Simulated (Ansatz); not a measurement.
Ansatz (a quantum-chemistry and plane-wave program) input:

Ansatz 0.2 input:
```yaml
crystal:
  lattice:
    - [3.91426953, 0.0, 0.0]
    - [-1.957134765, 3.3898568502, 0.0]
    - [0.0, 0.0, 5.0741058321]
  atoms:
    - { symbol: Ni, position: [0.0, 0.0, 0.0] }
    - { symbol: Ni, position: [0.0, 0.0, 0.5] }
    - { symbol: Sb, position: [0.3333333333, 0.6666666667, 0.25] }
    - { symbol: Sb, position: [0.6666666667, 0.3333333333, 0.75] }
kpoints:
  mp_grid: { grid: [21, 21, 14] }
hamiltonian:
  xc: pbesol
  pseudopotentials: { kind: paw }
scf:
  occupations: { method: fermi_dirac, width: 0.1 }
elastic: { mode: relaxed_ion, stencil: two_point, amplitude: 0.005, f_tol: 0.0005 }
```

Output (shortened):

```
Pseudopotentials: kind: paw
Pseudopotential: Ni, paw, valence charge 18
Pseudopotential: Sb, paw, valence charge 15
Functional definition: PBEsol
Crystal: 4 atoms, lattice volume = 67.327 Å³
Basis set: ecut = 420 eV, 1337 PW (Γ), exchange–correlation on 54×54×72 points (8 copies of the dense FFT grid, shifted against one another)
Bands: 40, of which v1, the nominal top of the filled ones, is band 33 counted from 1 (32 counted from 0)
Symmetry: 24 space group operations
Space group: P63/mmc (ITA 194), of the structure as read, at distance tolerance 4.1e-5 Å
k-points: 384 of 6174
PAW frozen core: Ni, regenerated for the run's functional, and the local potential with it
PAW frozen core: Sb, regenerated for the run's functional, and the local potential with it
Initial wavefunctions: pseudopotential atomic-orbital guess
Eigensolver: davidson
Functional: x = pbesol(κ = 0.804, μ = 0.12345679012345678), c = pbesol(β = 0.046)
all-band conjugate gradients solve this SCF's bands
SCF 1 converged in 12 iterations: F = -24427.388050 eV  dr2 = 2.28e-14
Crystal: 4 atoms, lattice volume = 66.991 Å³
Basis set: ecut = 420 eV, 1313 PW (Γ), exchange–correlation on 54×54×72 points (8 copies of the dense FFT grid, shifted against one another)
Symmetry: 8 space group operations
k-points: 968 of 6174
Initial density: handed on by an earlier stage of this run
Initial wavefunctions: pseudopotential atomic-orbital guess (no wavefunctions were taken with the density)
SCF 2 converged in 14 iterations: F = -24427.386175 eV  dr2 = 9.42e-15
relax step   1: F+E_penalty+E_count = -24427.38617530 eV  Δ(F+E_penalty+E_count) = +0.000e0 eV  max|allowed force component| = 3.378e-2 eV/Å  Δτ_max = 0.0000 Å  (14 SCF iters, accepted)
density extrapolation: transplant  |δρ|_rms = 3.631e-2 e/Å³  SAD shift = 1.126e-2 e/Å³
Crystal: 4 atoms, lattice volume = 66.991 Å³
Initial wavefunctions: those handed on with the density
SCF 3 converged in 9 iterations: F = -24427.386304 eV  dr2 = 5.12e-14
relax step   2: F+E_penalty+E_count = -24427.38630431 eV  Δ(F+E_penalty+E_count) = -1.290e-4 eV  max|allowed force component| = 5.804e-3 eV/Å  Δτ_max = 0.0033 Å  (9 SCF iters, accepted)
density extrapolation: transplant  |δρ|_rms = 3.631e-2 e/Å³  SAD shift = 2.336e-3 e/Å³
Crystal: 4 atoms, lattice volume = 66.991 Å³
SCF 4 converged in 8 iterations: F = -24427.386308 eV  dr2 = 3.96e-14
relax step   3: F+E_penalty+E_count = -24427.38630822 eV  Δ(F+E_penalty+E_count) = -3.906e-6 eV  max|allowed force component| = 2.179e-5 eV/Å  Δτ_max = 0.0007 Å  (8 SCF iters, accepted)
Crystal: 4 atoms, lattice volume = 66.991 Å³
SCF 5 converged in 12 iterations: F = -24427.386308 eV  dr2 = 8.24e-18
Crystal: 4 atoms, lattice volume = 67.664 Å³
Basis set: ecut = 420 eV, 1361 PW (Γ), exchange–correlation on 54×54×72 points (8 copies of the dense FFT grid, shifted against one another)
SCF 6 converged in 13 iterations: F = -24427.387601 eV  dr2 = 3.25e-14
relax step   1: F+E_penalty+E_count = -24427.38760095 eV  Δ(F+E_penalty+E_count) = +0.000e0 eV  max|allowed force component| = 3.190e-2 eV/Å  Δτ_max = 0.0000 Å  (13 SCF iters, accepted)
density extrapolation: transplant  |δρ|_rms = 3.603e-2 e/Å³  SAD shift = 1.273e-2 e/Å³
Crystal: 4 atoms, lattice volume = 67.664 Å³
SCF 7 converged in 9 iterations: F = -24427.387723 eV  dr2 = 6.64e-14
relax step   2: F+E_penalty+E_count = -24427.38772257 eV  Δ(F+E_penalty+E_count) = -1.216e-4 eV  max|allowed force component| = 1.010e-3 eV/Å  Δτ_max = 0.0037 Å  (9 SCF iters, accepted)
density extrapolation: transplant  |δρ|_rms = 3.603e-2 e/Å³  SAD shift = 4.163e-4 e/Å³
Crystal: 4 atoms, lattice volume = 67.664 Å³
SCF 8 converged in 11 iterations: F = -24427.387723 eV  dr2 = 7.54e-19
relax step   3: F+E_penalty+E_count = -24427.38772269 eV  Δ(F+E_penalty+E_count) = -1.227e-7 eV  max|allowed force component| = 3.678e-6 eV/Å  Δτ_max = 0.0001 Å  (11 SCF iters, accepted)
Crystal: 4 atoms, lattice volume = 67.664 Å³
SCF 9 converged in 11 iterations: F = -24427.387723 eV  dr2 = 4.27e-17
density extrapolation: transplant  |δρ|_rms = 3.617e-2 e/Å³  SAD shift = 1.370e-2 e/Å³
Crystal: 4 atoms, lattice volume = 66.991 Å³
Basis set: ecut = 420 eV, 1325 PW (Γ), exchange–correlation on 54×54×72 points (8 copies of the dense FFT grid, shifted against one another)
SCF 10 converged in 11 iterations: F = -24427.387223 eV  dr2 = 1.98e-14
density extrapolation: first-order (α = -2.000)  |δρ|_rms = 3.617e-2 e/Å³  SAD shift = 1.359e-2 e/Å³
Crystal: 4 atoms, lattice volume = 67.664 Å³
Basis set: ecut = 420 eV, 1373 PW (Γ), exchange–correlation on 54×54×72 points (8 copies of the dense FFT grid, shifted against one another)
SCF 11 converged in 9 iterations: F = -24427.386733 eV  dr2 = 4.69e-15
Crystal: 4 atoms, lattice volume = 67.327 Å³
Symmetry: 4 space group operations
k-points: 1628 of 6174
SCF 12 converged in 11 iterations: F = -24427.387682 eV  dr2 = 6.50e-14
relax step   1: F+E_penalty+E_count = -24427.38768180 eV  Δ(F+E_penalty+E_count) = +0.000e0 eV  max|allowed force component| = 2.863e-4 eV/Å  Δτ_max = 0.0000 Å  (11 SCF iters, accepted)
Crystal: 4 atoms, lattice volume = 67.327 Å³
SCF 13 converged in 9 iterations: F = -24427.387682 eV  dr2 = 2.01e-17
Crystal: 4 atoms, lattice volume = 67.327 Å³
SCF 14 converged in 11 iterations: F = -24427.387682 eV  dr2 = 7.28e-14
relax step   1: F+E_penalty+E_count = -24427.38768180 eV  Δ(F+E_penalty+E_count) = +0.000e0 eV  max|allowed force component| = 2.863e-4 eV/Å  Δτ_max = 0.0000 Å  (11 SCF iters, accepted)
Crystal: 4 atoms, lattice volume = 67.327 Å³
SCF 15 converged in 9 iterations: F = -24427.387682 eV  dr2 = 4.16e-17
SCF converged after 12 iterations
Free energy (F): -24427.388050 eV
Harris-Foulkes:  -24427.388050 eV  (|F-HF|=3.64e-12)
Internal energy: -24427.318995 eV  (E = F + TS)
E sigma→0 (E₀):  -24427.353522 eV
Entropy (-TS):   -0.069055 eV (-17.264 meV/atom)
Fermi energy:    15.474668 eV
--- Per-component energies (eV) ---
  E_band       = -849.498324
  E_kinetic    = 990.888926
  E_local      = -11008.066998  (includes V_loc(G=0)·N_el)
  E_nonlocal   = 2012.967795
  E_hartree    = 4813.924541
  E_xc         = -446.655711
  E_vxc        = -415.733469  (∫ρ·V_xc dr)
  E_paw        = -12201.548311  (= ΣΔE_a)
  E_vpaw       = -2057.404596  (= ΣTr[D̂ρ^β])
  E_aug_tail   = 0.000917  (compensation charges beyond the density's cutoff)
  E_ewald      = -8589.888448
  E_core_change = 1.058292  (= ΣΔE_core)
  E_smearing   = -0.069055  (= −TS)
  E_closure    =  0.000000  (closes the sum)
  Σ components = -24427.388050   (vs F -24427.388050, Δ=0.00e0)
--- Forces (eV/Å), atoms counted from 1 ---
  atom   1  Ni     0.00000000     0.00000000     0.00000000
  atom   2  Ni     0.00000000     0.00000000     0.00000000
  atom   3  Sb     0.00000000     0.00000000     0.00000000
  atom   4  Sb     0.00000000     0.00000000     0.00000000
  max |Σ_I F_I| component: 9.25e-18 eV/Å
--- Stress (GPa, compression-positive) ---
        0.332816       0.000000       0.000000
        0.000000       0.332816       0.000000
        0.000000       0.000000      -0.123242
  P = ⅓ Tr σ = 0.1808 GPa (1.808 kbar)
  The stress holds the Pulay correction. Without it, at fixed plane waves, as pw.x and ABINIT print it: P = 0.1156 GPa
  The stress includes an estimate of the error left by incomplete SCF convergence (largest component 0.0000 GPa).
--- Band table (eV; the first three rows and the last of 384) ---
  k-point 0: bands = ["-87.5671", "-87.5581", "-48.1482", "-48.1482", "-48.1459", "-48.1390", "-48.1390", "-48.0479", "-13.7210", "-13.7210", "-13.6985", "-13.6792", "-13.6618", "-13.6618", "-13.6617", "-13.6617", "-13.6552", "-13.6552", "2.2979", "7.0118", …
  k-point 1: bands = ["-87.5670", "-87.5582", "-48.1481", "-48.1481", "-48.1447", "-48.1391", "-48.1391", "-48.0492", "-13.7206", "-13.7206", "-13.6983", "-13.6794", "-13.6648", "-13.6648", "-13.6613", "-13.6613", "-13.6531", "-13.6531", "2.3278", "6.7840", …
  k-point 2: bands = ["-87.5667", "-87.5585", "-48.1478", "-48.1478", "-48.1411", "-48.1395", "-48.1395", "-48.0528", "-13.7195", "-13.7195", "-13.6975", "-13.6800", "-13.6701", "-13.6701", "-13.6600", "-13.6600", "-13.6502", "-13.6502", "2.4173", "6.2909", …
  k-point 383: bands = ["-87.5626", "-87.5626", "-48.1440", "-48.1440", "-48.1439", "-48.1439", "-48.0970", "-48.0970", "-13.7098", "-13.7098", "-13.6932", "-13.6932", "-13.6611", "-13.6611", "-13.6526", "-13.6526", "-13.6525", "-13.6525", "5.8176", "5.8176", …
  band table: 40 of 40 bands, residual norms ≤ 1.0e-3 eV
--- Elastic constants: 3 strain directions × 2 members + reference (group order 24) ---
  dense FFT box of the reference and of every strained cell: 27×27×36
  strains applied: 11, 33, 23; error gains …
  C = ∂σ_k/∂η_j (tension-positive GPa; Voigt order 11 22 33 23 13 12):
       196.532    104.800     90.483      0.000      0.000      0.000
       104.800    196.532     90.483      0.000      0.000      0.000
        90.040     90.040    203.976      0.000      0.000      0.000
         0.000      0.000      0.000     69.772      0.000      0.000
         0.000      0.000      0.000      0.000     69.772      0.000
         0.000      0.000      0.000      0.000      0.000     45.866
  reference stress σ⁰ (GPa):     -0.333     -0.333      0.123      0.000      0.000      0.000
  moduli (Voigt/Reuss/Hill, GPa): K = 129.74/129.71/129.73   G = 57.86/55.86/56.86   E = 148.84   ν = 0.309
  mechanically stable: yes (min eigenvalue of sym C = 45.87 GPa)
  strain η (Voigt 11):  stress-route row diagonal C_11 = 196.53 GPa, energy-path curvature d²(F+E_count+ΔE)/dδ²/Ω₀ = 196.54 GPa
         δ    σ_11 (GPa)             F (eV)   n_scf  n_hpsi   n_pw
    -5.000e-3      -1.3268      -24427.3863082      12  728243   1337   relax 3 steps, max|allowed force component| 2.18e-5 eV/Å
     5.000e-3       0.6385      -24427.3877227      11  682807   1361   relax 3 steps, max|allowed force component| 3.68e-6 eV/Å
  strain η (Voigt 33):  stress-route row diagonal C_33 = 203.98 GPa, energy-path curvature d²(F+E_count+ΔE)/dδ²/Ω₀ = 203.94 GPa
         δ    σ_33 (GPa)             F (eV)   n_scf  n_hpsi   n_pw
    -5.000e-3      -0.9173      -24427.3872232      11  333757   1337   relax 0 steps, max|allowed force component| 6.36e-18 eV/Å
     5.000e-3       1.1224      -24427.3867325       9  294282   1373   relax 0 steps, max|allowed force component| 1.85e-17 eV/Å
  strain η (Voigt 23):  stress-route row diagonal C_44 = 69.77 GPa, energy-path curvature d²(F+E_count+ΔE)/dδ²/Ω₀ = 69.82 GPa
         δ    σ_23 (GPa)             F (eV)   n_scf  n_hpsi   n_pw
    -5.000e-3      -0.3489      -24427.3876818       9  1018132   1341   relax 1 steps, max|allowed force component| 2.86e-4 eV/Å
     5.000e-3       0.3489      -24427.3876818       9  1018074   1341   relax 1 steps, max|allowed force component| 2.86e-4 eV/Å
```

Cost: very roughly 30 core-minutes on shared cores.

Space group P6_3/mmc (NiAs type). The PBEsol relaxation kept the symmetry of its start; of distortions, only those at the zone centre were tested. No spin polarisation was allowed. As this level gives no gap, shear constants depend on the k-mesh and smearing (Fermi–Dirac, 0.1 eV here). On the denser mesh and wider smearing of the elastic run this cell carries a stress of 0.3 GPa. Scalar-relativistic: spin–orbit coupling is off unless named, which matters more the heavier the elements.

Potentials: the later of the program's two PAW sets.

Ansatz is a plane-wave DFT program.
